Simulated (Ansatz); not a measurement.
## Li: an elastic constant from a strain scan

The calculation used DFT PBEsol, scalar-relativistic, plane waves, PAW (Ansatz 0.2.0). The runs took a 420 eV cutoff, a Γ-centred 18×18×10 mesh and Gaussian smearing (0.15 eV). No spin polarisation. Energies are free energies at this smearing, counted from the undisturbed cell; pressure is positive in compression.

Reference structure (as given, not relaxed at this level; it stands at -0.7 GPa; this form isn't the usual structure):

```
CELL_PARAMETERS angstrom
3.11100 0.00000 0.00000
-1.55550 2.69421 0.00000
0.00000 0.00000 5.09300
ATOMIC_POSITIONS crystal
Li 0.33333 0.66667 0.25000
Li 0.66667 0.33333 0.75000
```

The cell is strained by ε times the Voigt pattern (0, 0, 0, 1, 0, 0) (xx, yy, zz, yz, xz, xy; engineering shear) with fractional coordinates fixed. The cell holds 2 atoms in V0 = 42.69 Å³. The stress column is τ = (1/V0) dE/dε, got from the stress tensor σ (compression positive) at each point as −det(1 + εP) σ : P(1 + εP)⁻¹, with P the pattern as a tensor.

| ε | ΔE (meV/atom) | τ (GPa) |
| --- | --- | --- |
| -0.0350 | 0.280 | -0.124 |
| -0.0300 | 0.204 | -0.104 |
| -0.0250 | 0.141 | -0.086 |
| -0.0200 | 0.090 | -0.068 |
| -0.0150 | 0.050 | -0.051 |
| -0.0100 | 0.022 | -0.034 |
| -0.0050 | 0.006 | -0.017 |
| 0.0000 | 0.000 | 0.000 |
| 0.0050 | 0.006 | 0.017 |
| 0.0100 | 0.022 | 0.034 |
| 0.0150 | 0.050 | 0.051 |
| 0.0200 | 0.090 | 0.068 |
| 0.0250 | 0.141 | 0.086 |
| 0.0300 | 0.204 | 0.104 |
| 0.0350 | 0.280 | 0.124 |
| 0.0400 | ? | ? |

Q: Which combination of elastic constants does this scan measure, and how large is it?

A: For small ε, τ = τ0 + Kε with K = pᵀCp, which for this pattern is C44 in the Cartesian frame shown. The parabola through τ at ε = -0.0050, 0 and 0.0050 has slope K = 3.3 GPa at zero. The energies per cell, E = NΔE, of the wider pair ε = ±0.0300 give K = 2[E(ε₊)/ε₊ − E(ε₋)/ε₋]/[(ε₊ − ε₋)V0] = 3.4 GPa, in agreement. The start is under stress, which shifts K from the elastic constant by about the size of that stress.

Q: Predict the withheld row at ε = 0.0400 from the harmonic law, and compare.

A: ΔE = V0(τ0 ε + Kε²/2)/N = 0.356 meV/atom and τ = 0.13 GPa. The calculation gives 0.369 meV/atom and 0.14 GPa, a miss of 3.7 % of the harmonic energy, so the harmonic law still holds here.

In a metal these slopes depend on the k mesh and the smearing.